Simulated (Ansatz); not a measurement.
Starting structure of a cell relaxation (symmetry kept):

```cif
data_structure
_symmetry_space_group_name_H-M 'P 1'
_symmetry_Int_Tables_number 1
_cell_length_a 4.6290
_cell_length_b 4.6290
_cell_length_c 8.1210
_cell_angle_alpha 90.000
_cell_angle_beta 90.000
_cell_angle_gamma 90.000
_cell_volume 174.01
loop_
_atom_site_label
_atom_site_type_symbol
_atom_site_fract_x
_atom_site_fract_y
_atom_site_fract_z
_atom_site_occupancy
K1 K 0.00000 0.50000 0.65600 1
K2 K 0.50000 0.00000 0.34400 1
Mn1 Mn 0.00000 0.00000 0.00000 1
Mn2 Mn 0.50000 0.50000 0.00000 1
Sb1 Sb 0.00000 0.50000 0.19600 1
Sb2 Sb 0.50000 0.00000 0.80400 1
```

Computed with Ansatz 0.2.0, DFT PBEsol, scalar-relativistic, plane waves, PAW.

Cutoff 420 eV; k points 8×8×6 on the computed 6-atom cell (Γ-centred); Gaussian smearing, width 0.10 eV; collinear spin from starting moments 0 0 4.42 4.42 0 0 μB.

Question: What does it relax to?

Answer: The volume decreases by 0.88 Å³/atom to 28.12 Å³/atom, and the energy falls by 14.4 meV/atom. The cell ends with a moment of 8.24 μB (only this magnetic start was tried). Final structure:
```cif
data_structure
_symmetry_space_group_name_H-M 'P4/nmm:1'
_symmetry_Int_Tables_number 129
_cell_length_a 4.5491
_cell_length_b 4.5491
_cell_length_c 8.1544
_cell_angle_alpha 90.000
_cell_angle_beta 90.000
_cell_angle_gamma 90.000
_cell_volume 168.75
loop_
_atom_site_label
_atom_site_type_symbol
_atom_site_symmetry_multiplicity
_atom_site_Wyckoff_symbol
_atom_site_fract_x
_atom_site_fract_y
_atom_site_fract_z
_atom_site_occupancy
K1 K 2 c 0.00000 0.50000 0.65422 1
Mn1 Mn 2 a 0.00000 0.00000 0.00000 1
Sb1 Sb 2 c 0.00000 0.50000 0.18228 1
```

Course of the relaxation (steps run on the plane waves of an earlier cell, and the basis is chosen afresh near the end, so energy and pressure can step there; trial steps that raised the energy were taken back; energies are free energies):

```csv
step,E − E_final (meV/atom),largest force component (eV/Å),P (GPa),V (Å³/atom)
1,14.4,0.510,-1.34,29.00
2,0.3,0.025,-0.24,28.25
3,0.0,0.018,0.04,28.05
4,-0.1,0.002,0.05,28.06
5,-0.1,0.009,-0.01,28.12
6,-0.1,0.001,0.00,28.12
7,0.0,0.001,0.00,28.12
```

The state reached may not be the lowest one. Spin-orbit coupling is left out, which matters for the bands of heavy elements. The program reads another magnetic order as possibly lower. Only parallel moments were tried here.

Cost: 1 run of about 10 core-minutes, on Arm Neoverse V1 (shared hosts).